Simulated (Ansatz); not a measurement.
An Ansatz (a program for electronic structure) run. Input:

Ansatz 0.2 input:
```yaml
crystal:
  lattice:
    - [0.0, 2.7139301618, 2.7139301618]
    - [2.7139301618, 0.0, 2.7139301618]
    - [2.7139301618, 2.7139301618, 0.0]
  atoms:
    - { symbol: Ir, position: [0.0, 0.0, 0.0] }
    - { symbol: Zr, position: [0.5, 0.5, 0.5] }
kpoints:
  mp_grid: { grid: [10, 10, 10] }
  band_path:
    path:
      - [[0.0, 0.0, 0.0], [0.5, 0.0, 0.5], [0.625, 0.25, 0.625]]  # Γ-X-U
      - [[0.375, 0.375, 0.75], [0.0, 0.0, 0.0], [0.5, 0.5, 0.5], [0.5, 0.25, 0.75], [0.5, 0.0, 0.5]]  # K-Γ-L-W-X
    npoints: 12
basis: { xc_grid: 2 }
hamiltonian:
  xc: pbe
  pseudopotentials: { kind: paw }
magnetization: { noncollinear: true, spin_orbit: true }
scf:
  n_extra_bands: 13
  convergence: { dr2_threshold: 0.0000000001 }
  occupations: { method: gaussian, width: 0.05 }
output: { eigenvalues: true }
```

Output (shortened):

```
Pseudopotentials: kind: paw_fr
Pseudopotential: Ir, paw_fr, valence charge 17
Pseudopotential: Zr, paw_fr, valence charge 12
Functional definition: PBE
non-collinear run that drives no moment, with spin-orbit …
Crystal: 2 atoms, lattice volume = 39.978 Å³
Basis set: ecut = 420 eV, 749 PW (Γ), exchange–correlation on 54×54×54 points (8 copies of the dense FFT grid, shifted against one another)
Bands: 42, of which v1, the nominal top of the filled ones, is band 29 counted from 1 (28 counted from 0)
Symmetry: 48 space group operations + 48 with time reversal
k-points: 47 of 1000
Projection manifold: j_resolved (fully-relativistic pseudo-atomic orbitals)
Initial density: superposition of atomic densities (chi_scale 0.1, normalization cell, long waves kept (reshape's long-wave potential 0.00 eV rms))
Initial wavefunctions: pseudopotential atomic-orbital guess
Eigensolver: davidson
Functional: x = pbe(κ = 0.804, μ = 0.2195149727645171), c = pbe(β = 0.06672455060314922)
SCF iter   1: F=—  HF=-16153.036322 eV  |F-HF|=—  |Δ(HF+E_count)|=         —  Δρ=5.91e-2  dr2=1.73e0  dr2_m=0.00e0 (ungated)  ethr=3.10e-3  |M|=0.00e0 ∫|m|=0.00e0 μB  |m|>n=0.0e0 m-floor=0.0e0 τ_xc=0.0e0  β_m=0.30  ⟨swp⟩=6.4  Hψ=4375  notcnv=0  defer=12
all-band conjugate gradients solve this SCF's bands
preconditioner: auto → Kerker (q_TF=auto, 2.586 Å⁻¹)
spin=Noncollinear: Kerker preconditioning applied to the charge; magnetization (m_x, m_y, m_z) channels mix plain (no charge-response kernel on spin).
SCF iter   2: F=—  HF=-16152.779091 eV  |F-HF|=—  |Δ(HF+E_count)|=   2.57e-1  Δρ=2.57e-2  dr2=1.90e-1  dr2_m=0.00e0 (ungated)  ethr=3.10e-3  |M|=0.00e0 ∫|m|=0.00e0 μB  |m|>n=0.0e0 m-floor=0.0e0 τ_xc=0.0e0  β_m=0.37  ⟨swp⟩=2.0  Hψ=1325  notcnv=0  defer=222
preconditioner: auto → none
SCF iter   3: F=—  HF=-16152.758772 eV  |F-HF|=—  |Δ(HF+E_count)|=   2.03e-2  Δρ=1.08e-2  dr2=2.52e-2  dr2_m=0.00e0 (ungated)  ethr=6.54e-4  |M|=0.00e0 ∫|m|=0.00e0 μB  |m|>n=0.0e0 m-floor=0.0e0 τ_xc=0.0e0  β_m=0.49  ⟨swp⟩=2.7  Hψ=1476  notcnv=0  defer=264
SCF iter   4: F=—  HF=-16152.763244 eV  |F-HF|=—  |Δ(HF+E_count)|=   4.47e-3  Δρ=2.04e-3  dr2=1.28e-3  dr2_m=0.00e0 (ungated)  ethr=8.68e-5  |M|=0.00e0 ∫|m|=0.00e0 μB  |m|>n=0.0e0 m-floor=0.0e0 τ_xc=0.0e0  β_m=0.54  ⟨swp⟩=2.3  Hψ=1427  notcnv=0  defer=264
SCF iter   5: F=—  HF=-16152.763812 eV  |F-HF|=—  |Δ(HF+E_count)|=   5.68e-4  Δρ=4.29e-4  dr2=5.64e-5  dr2_m=0.00e0 (ungated)  ethr=4.43e-6  |M|=0.00e0 ∫|m|=0.00e0 μB  |m|>n=0.0e0 m-floor=0.0e0 τ_xc=0.0e0  β_m=0.65  ⟨swp⟩=1.9  Hψ=1007  notcnv=0  defer=264
SCF iter   6: F=—  HF=-16152.763816 eV  |F-HF|=—  |Δ(HF+E_count)|=   4.40e-6  Δρ=3.85e-5  dr2=1.53e-7  dr2_m=0.00e0 (ungated)  ethr=1.95e-7  |M|=0.00e0 ∫|m|=0.00e0 μB  |m|>n=0.0e0 m-floor=0.0e0 τ_xc=0.0e0  β_m=0.71  ⟨swp⟩=2.9  Hψ=1545  notcnv=0  defer=264
SCF iter   7: F=—  HF=-16152.763814 eV  |F-HF|=—  |Δ(HF+E_count)|=   1.91e-6  Δρ=6.05e-6  dr2=3.30e-9  dr2_m=0.00e0 (ungated)  ethr=5.29e-10  |M|=0.00e0 ∫|m|=0.00e0 μB  |m|>n=0.0e0 m-floor=0.0e0 τ_xc=0.0e0  β_m=0.80  ⟨swp⟩=2.4  Hψ=1463  notcnv=0  defer=264
SCF iter   8: F=—  HF=-16152.763814 eV  |F-HF|=—  |Δ(HF+E_count)|=   2.48e-9  Δρ=6.36e-7  dr2=1.62e-10  dr2_m=0.00e0 (ungated)  ethr=1.14e-11  |M|=0.00e0 ∫|m|=0.00e0 μB  |m|>n=0.0e0 m-floor=0.0e0 τ_xc=0.0e0  β_m=0.86  ⟨swp⟩=2.7  Hψ=1599  notcnv=0  defer=264
SCF iter   9: F=-16152.763814 eV  HF=-16152.763814 eV  |F-HF|=0.00e0  |Δ(HF+E_count)|=  1.09e-11  Δρ=4.99e-8  dr2=1.45e-12  dr2_m=0.00e0 (ungated)  ethr=1.00e-12  |M|=0.00e0 ∫|m|=0.00e0 μB  |m|>n=0.0e0 m-floor=0.0e0 τ_xc=0.0e0  ⟨swp⟩=7.2  Hψ=2995  notcnv=0
SCF 1 converged in 9 iterations: F = -16152.763814 eV  dr2 = 1.45e-12
NSCF: frozen V_eff on 74 k-points
SCF converged after 9 iterations
Magnetization: |M| = 0.0000 μB,  M = (+0.0000, +0.0000, +0.0000) μB
Absolute magnetization: 0.0000 μB (∫|m|)
  site 0: m = (+0.0000, +0.0000, +0.0000) μB, |m| = 0.0000 μB  (R = 1.12 Å)
  site 1: m = (+0.0000, +0.0000, +0.0000) μB, |m| = 0.0000 μB  (R = 1.12 Å)
Free energy (F): -16152.763814 eV
Harris-Foulkes:  -16152.763814 eV  (|F-HF|=0.00e0)
Internal energy: -16152.761870 eV  (E = F + TS)
E sigma→0 (E₀):  -16152.762842 eV
Entropy (-TS):   -0.001944 eV (-0.972 meV/atom)
Fermi energy:    16.648795 eV
--- Per-component energies (eV) ---
  E_band       = -291.753958
  E_kinetic    = 955.787487
  E_local      = -2204.333520  (includes V_loc(G=0)·N_el)
  E_nonlocal   = 146.754912
  E_hartree    = 805.684692
  E_xc         = -429.265031
  E_vxc        = -490.583911  (∫ρ·V_xc dr)
  E_paw        = -12204.290874  (= ΣΔE_a)
  E_vpaw       = -310.748446  (= ΣTr[D̂ρ^β])
  E_aug_tail   = 0.000096  (compensation charges beyond the density's cutoff)
  E_ewald      = -3223.099631
  E_smearing   = -0.001944  (= −TS)
  E_closure    = 0.000000  (closes the sum)
  Σ components = -16152.763814   (vs F -16152.763814, Δ=0.00e0)
  [band-id]    e_kinetic+e_local+e_nonlocal+2·e_hartree+e_vxc+e_vpaw+e_augmentation_tail = -291.754000   (vs E_band -291.753958, Δ=-4.21e-5)
--- Band table (eV; the first three rows and the last of 47) ---
  k-point 0: bands = ["-74.6025", "-74.6025", "-41.5521", "-41.5521", "-32.3385", "-32.3385", "-28.0824", "-28.0824", "-28.0824", "-28.0824", "-11.5219", "-11.5219", "-9.7406", "-9.7406", "-9.7406", "-9.7406", "9.6295", "9.6295", "12.3364", "12.3364", "12.3364", "12.3364", "13.0544", "13.0544", "13.0544", "13.0544", "13.2660", "13.2660", "20.3411", "20.3411", "20.3411", "20.3411", "20.8035", "20.8035", "22.8502", "22.8502", "22.8502", "22.8502", "24.2622", "24.2622", "24.9403", "24.9403"]
  k-point 1: bands = ["-74.6025", "-74.6025", "-41.5524", "-41.5524", "-32.3383", "-32.3383", "-28.0826", "-28.0826", "-28.0816", "-28.0816", "-11.5304", "-11.5304", "-9.7579", "-9.7579", "-9.7478", "-9.7478", "9.8482", "9.8482", "12.4321", "12.4321", "12.4525", "12.4525", "13.1153", "13.1153", "13.1823", "13.1823", "13.3596", "13.3596", "20.0086", "20.0086", "20.2074", "20.2074", "20.5863", "20.5863", "22.0220", "22.0220", "22.2056", "22.2056", "24.6557", "24.6557", "25.2221", "25.2221"]
  k-point 2: bands = ["-74.6024", "-74.6024", "-41.5532", "-41.5532", "-32.3378", "-32.3378", "-28.0830", "-28.0830", "-28.0793", "-28.0793", "-11.5529", "-11.5529", "-9.8027", "-9.8027", "-9.7666", "-9.7666", "10.4777", "10.4777", "12.6749", "12.6749", "12.7799", "12.7799", "13.3038", "13.3038", "13.5591", "13.5591", "13.6780", "13.6780", "19.0891", "19.0891", "19.7517", "19.7517", "19.8827", "19.8827", "20.8700", "20.8700", "20.9808", "20.9808", "24.1450", "24.1450", "25.6728", "25.6728"]
  k-point 46: bands = ["-74.6021", "-74.6021", "-41.5556", "-41.5556", "-32.3246", "-32.3246", "-28.1002", "-28.1002", "-28.0860", "-28.0860", "-11.5914", "-11.5914", "-9.8701", "-9.8701", "-9.8422", "-9.8422", "12.5544", "12.5544", "13.0970", "13.0970", "13.2614", "13.2614", "13.7508", "13.7508", "14.5202", "14.5202", "15.5830", "15.5830", "17.5137", "17.5137", "17.9565", "17.9565", "18.9489", "18.9489", "19.7727", "19.7727", "20.7047", "20.7047", "21.3195", "21.3195", "24.4527", "24.4527"]
  band table: 42 of 42 bands, residual norms ≤ 1.0e-3 eV
```

Cost: roughly 28 core-seconds on shared cores.

Space group Fm-3m (rock salt). The start of the workflow was typed in or built on a structure type; neither database checked (COD, Materials Project) lists it. COD files the formula under space group No. 221. Whether it is the stable phase at ambient conditions was not checked. The cell was relaxed with PBE under the symmetry of its start; whether a distortion lowers the energy is not shown. The run is not spin-polarised.

Potentials: the later of the program's two PAW sets.

Ansatz is a plane-wave DFT program.
